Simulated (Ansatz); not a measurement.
Structures of BiTe$_{2}$: which is lowest?

Plane-wave DFT in Ansatz with scalar-relativistic PAW potentials, cutoff 420 eV, Γ-centred meshes chosen by cell and gap, Gaussian smearing with energies taken to zero width. Every cell was relaxed (cell and atoms) in a run of its own, within the symmetry of its start. Functional: PBE.

Relaxed structures (starts from databases or built by putting these elements on another compound's sites):
A. Fd-3m, 6 atoms in the computed cell, a = 9.051 Å; sites (symmetry × multiplicity) Bi -43m × 8, Te .-3m × 16; start: built
B. I4_1/amd, 6 atoms in the computed cell, a = 6.303 Å, c = 10.104 Å; sites (symmetry × multiplicity) Bi -4m2 × 4, Te 2mm. × 8; start: built

Problem. Rank them by energy. Could pressure change the order?

Solution.
| structure | group | E − E(lowest) (meV/atom) | V (Å³/atom) | gap on mesh (eV) |
| --- | --- | --- | --- | --- |
| B | I4_1/amd | 0.0 | 33.45 | 0.00 |
| A | Fd-3m | 464 | 30.90 | 0.00 |

B is lowest, 464 meV/atom under A. A is denser by 2.55 Å³/atom, so pressure favours it: ΔE/ΔV, with ΔE in eV and 1 eV/Å³ = 160.2 GPa, gives about 29 GPa for equal enthalpy if both cells were rigid; at such pressures compression changes ΔV much, so this is a scale only. Other structures may lie lower than all of these, and vibrations aren't counted.

Spin-orbit coupling is left out, which matters for the bands of heavy elements. For Tl, Pb and Bi spin-orbit coupling shifts energies too.